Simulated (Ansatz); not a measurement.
Input and command of a calculation in Ansatz (plane waves; scalar-relativistic PAW potentials unless the input names others):

```yaml
crystal:
  lattice:
    - [3.0427737065, 0.0, 0.0]
    - [-1.5213868533, 2.6351193278, 0.0]
    - [0.0, 0.0, 4.6869671]
  atoms:
    - { symbol: Ag, position: [0.3333333333, 0.6666666667, 0.25] }
    - { symbol: Ag, position: [0.6666666667, 0.3333333333, 0.75] }
basis:
  ecutwfc: 420
kpoints:
  mp_grid: { grid: [18, 18, 10], shift: [0.5, 0.5, 0.5] }
hamiltonian:
  xc: pbesol
scf:
  occupations: { method: tetrahedron_uncorrected }
output:
  forces: true
  eigenvalues: true
  stress: true
```

```bash
ansatz run input.yaml --threads 1 --pin off --max-ram 1331MiB --backend cpu --events-out ev --progress --plain --runs-dir out
```

Abridged log:
```
Warning: crystal.symmetry: narrowed to the stabiliser of the k-point mesh — unitary ops 24 → 8; excluded 16 operations that carry a point of the 18×18×10 mesh (shift [0.5, 0.5, 0.5]) off the mesh (the run samples exactly the mesh kpoints.mp_grid names, as under crystal.symmetry.detect: false, and its converged state has the mesh's symmetry, not the crystal's; ε∞, the Born charges and the force constants of a linear response (`dielectric:` by the response, `phonons.method: dfpt`) are averaged over those of the crystal's operations that the state keeps within a tolerance, where `mesh_tensors`, ` ...
Basis set: ecut = 420 eV, 735 PW (Γ), exchange–correlation on 48×48×64 points (8 copies of the dense FFT grid, shifted against one another)
Bands: 23, of which v1, the nominal top of the filled ones, is band 19 counted from 1 (18 counted from 0)
Symmetry: 8 space group operations
k-points: 450 of 3240
SCF iter   1: F=—  HF=-15044.272757 eV  |F-HF|=—  |Δ(HF+E_count)|=         —  Δρ=9.85e-3  dr2=3.51e-2  ethr=1.77e-3  ⟨swp⟩=5.0  Hψ=39619  notcnv=0
SCF iter   2: F=—  HF=-15044.263891 eV  |F-HF|=—  |Δ(HF+E_count)|=   8.87e-3  Δρ=2.56e-3  dr2=2.34e-3  ethr=9.24e-5  ⟨swp⟩=2.9  Hψ=20457  notcnv=0  defer=30
SCF iter   3: F=—  HF=-15044.263275 eV  |F-HF|=—  |Δ(HF+E_count)|=   6.16e-4  Δρ=1.10e-3  dr2=2.77e-4  ethr=6.16e-6  ⟨swp⟩=2.0  Hψ=16529  notcnv=0  defer=30
SCF iter   4: F=—  HF=-15044.263243 eV  |F-HF|=—  |Δ(HF+E_count)|=   3.22e-5  Δρ=1.84e-4  dr2=7.57e-6  ethr=7.28e-7  ⟨swp⟩=2.2  Hψ=17243  notcnv=0  defer=30
SCF iter   5: F=—  HF=-15044.263240 eV  |F-HF|=—  |Δ(HF+E_count)|=   2.62e-6  Δρ=4.61e-5  dr2=8.53e-7  ethr=1.99e-8  ⟨swp⟩=2.0  Hψ=16962  notcnv=0  defer=30
SCF iter   6: F=-15044.263240 eV  HF=-15044.263240 eV  |F-HF|=7.63e-9  |Δ(HF+E_count)|=   7.62e-8  Δρ=8.01e-6  dr2=2.78e-8  ethr=2.63e-10  ⟨swp⟩=4.1  Hψ=34778  notcnv=0
SCF 1 converged in 6 iterations: F = -15044.263240 eV  dr2 = 2.78e-8
SCF converged after 6 iterations
Free energy (F): -15044.263240 eV
Harris-Foulkes:  -15044.263240 eV  (|F-HF|=7.63e-9)
Internal energy: -15044.263240 eV  (E = F + TS)
E sigma→0 (E₀):  -15044.263240 eV
Fermi energy:    15.077915 eV
--- Forces (eV/Å), atoms counted from 1 ---
  atom   1  Ag     0.00013179    -0.00007609     0.00000000
  atom   2  Ag    -0.00013179     0.00007609     0.00000000
--- Stress (GPa, compression-positive) ---
      -10.647049       0.002857       0.000000
        0.002857     -10.643750       0.000000
        0.000000       0.000000      -7.308488
  P = ⅓ Tr σ = -9.5331 GPa (-95.331 kbar)
```

Apart from outputs and empty bands, the input differs from a reference run on usual settings in kpoints.mp_grid.shift: not typed → [0.5, 0.5, 0.5]; scf.occupations.width: 0.1 → not typed; scf.occupations.method: "gaussian" → "tetrahedron_uncorrected". The reference, at the same geometry (not necessarily relaxed), gave pressure -9.62 GPa, largest force 0.000 eV/Å, no gap on the mesh. This run converged in 6 SCF iterations (reference: 6) with an energy at zero smearing 26.70 meV/atom above the reference's, pressure -9.53 GPa, largest force 0.000 eV/Å, no gap on the mesh.